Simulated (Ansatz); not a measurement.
AlRu:
```cif
data_Al4Ru4
_chemical_formula_sum 'Al4 Ru4'
_space_group_name_H-M_alt 'Cmcm'
_space_group_IT_number 63
_space_group_name_Hall '-C 2c 2'
_cell_length_a 2.97826
_cell_length_b 9.08123
_cell_length_c 4.08188
_cell_angle_alpha 90.000
_cell_angle_beta 90.000
_cell_angle_gamma 90.000
loop_
_atom_site_label
_atom_site_type_symbol
_atom_site_symmetry_multiplicity
_atom_site_Wyckoff_symbol
_atom_site_fract_x
_atom_site_fract_y
_atom_site_fract_z
_atom_site_occupancy
Al1 Al 4 c 0.00000 0.40759 0.25000 1
Ru1 Ru 4 c 0.00000 0.13574 0.25000 1
```
(The calculation used a cell of 4 atoms; values per cell refer to that cell.)

Relaxed at zero pressure with the program Ansatz at the r²SCAN level (PAW).

Task: The volume is raised by 3 % and shape and atoms relax at that volume. What pressure results, and how do the axes share the change?

Result: -5.4 GPa; a 1.2 %, b 0.9 %, c 0.9 %; the energy rises by 7 meV/atom.

Task: Give the new structure.

Result: 
Space group Cmcm (No. 63); a = 3.0133 Å, b = 9.1598 Å, c = 4.1198 Å, α = 90.00°, β = 90.00°, γ = 90.00°

| atom | site | symmetry | x | y | z |
|---|---|---|---|---|---|
| Al | 4c | m2m | 0.0000 | 0.4073 | 0.2500 |
| Ru | 4c | m2m | 0.0000 | 0.1348 | 0.2500 |

The phase is kept; no other phase was compared at this pressure.

The start of the workflow was typed in or built on a structure type; neither database checked (COD, Materials Project) lists it. COD files the formula under space group No. 221, so this cell is another polymorph or a model. Its standing as an ambient phase is unchecked. Symmetry was held in the r²SCAN relaxation; its stability against distortions is not shown here. The run is not spin-polarised. Axis ratios of metals converge slowly with the k-mesh, so a and c are less sure than the volume.

Potentials: the later of the program's two PAW sets.
